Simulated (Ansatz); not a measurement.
Ta (bcc (W type), Im-3m) at seven volumes, DFT-PBEsol in the program Ansatz with PAW potentials, scaled uniformly. One row is withheld.

```json
[
 {"V (Å³/atom)": "16.076", "P (GPa)": "23.84"},
 {"V (Å³/atom)": "16.606", "P (GPa)": "14.78"},
 {"V (Å³/atom)": "17.136", "P (GPa)": "6.84"},
 {"V (Å³/atom)": "17.666", "P (GPa)": "0.00"},
 {"V (Å³/atom)": "18.196", "P (GPa)": "-5.87"},
 {"V (Å³/atom)": "18.726", "P (GPa)": "?"},
 {"V (Å³/atom)": "19.256", "P (GPa)": "-15.25"}
]
```

### Question
Fit the shown pressures and predict the withheld one.

### Answer
P = (3/2)B₀(x^(7/2) − x^(5/2))[1 + (3/4)(B′ − 4)(x − 1)] with x = (V₀/V)^(2/3). Least squares on the six rows gives V₀ = 17.669 Å³/atom, B₀ = 210 GPa, B′ = 3.92. At V = 18.726, x = 0.9620 and P = -10.89 GPa. The run itself gave -10.91 GPa.

The cell was relaxed with PBEsol under the symmetry of its start. No spin polarisation was allowed. Spin–orbit coupling is left out wherever it is not named.

Potentials: the later of the program's two PAW sets.
